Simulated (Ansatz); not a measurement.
Given:

Se:
```xyz
3
Lattice="4.3599 0.0000 0.0000 -2.1799 3.7758 0.0000 0.0000 0.0000 5.0127" Properties=species:S:1:pos:R:3 pbc="T T T"
Se     0.9783     0.0000     4.1772
Se    -0.4892     0.8473     0.8354
Se     1.6908     2.9285     2.5063
```

This is the r²SCAN+D4-relaxed structure.

Task: All from r²SCAN+D4 (plane waves, PAW; program Ansatz), unless another level is named. Predict the band gap.

Result: 1.17 eV (indirect).

Task: Give the smallest direct gap on the standard path.

Result: 1.35 eV.

Task: Predict the valence-band maximum.

Result: on the L–H line, 25 % of the way from L.

Task: Give the conduction-band minimum.

Result: at H (2 equivalent valleys).

Space group P3_121 (trigonal Se type). The r²SCAN+D4 relaxation kept the symmetry of its start. Scalar-relativistic: spin–orbit coupling is off unless named, which matters more the heavier the elements.

Potentials: the earlier of the program's two PAW sets.
